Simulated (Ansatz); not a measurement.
ScPd3C (anti-perovskite, space group No. 221), DFT-PBEsol in the program Ansatz with PAW potentials, all energies at zero smearing, with the estimated change up to a 700 eV cutoff added, with one set of potentials and settings (totals compare only within such a set). Cell of 5 atoms (1 Sc, 3 Pd, 1 C): -23079.151 eV.

```csv
element,reference phase,E (eV/atom)
Sc,"P6_3/mmc, 2 atoms in the cell",-2111.3699
Pd,"Fm-3m, 1 atoms in the cell",-6906.6520
C,"P6_3/mmc, 4 atoms in the cell",-246.6950
```

Formation energy per atom, worked out: (-23079.151 − 1×(-2111.3699) − 3×(-6906.6520) − 1×(-246.6950))/5 = -0.226 eV/atom (-22 kJ per mol of atoms), at 0 K, without zero-point energy or fitted corrections.

Space group Pm-3m (anti-perovskite). The start of the workflow was typed in or built on a structure type; neither database checked (COD, Materials Project) lists it. Its standing as an ambient phase is unchecked. The PBEsol relaxation kept the symmetry of its start; phonons show weakly imaginary modes. No spin polarisation was allowed. The references are the lowest solids computed at this level, not always the standard phases.

Potentials: the later of the program's two PAW sets.
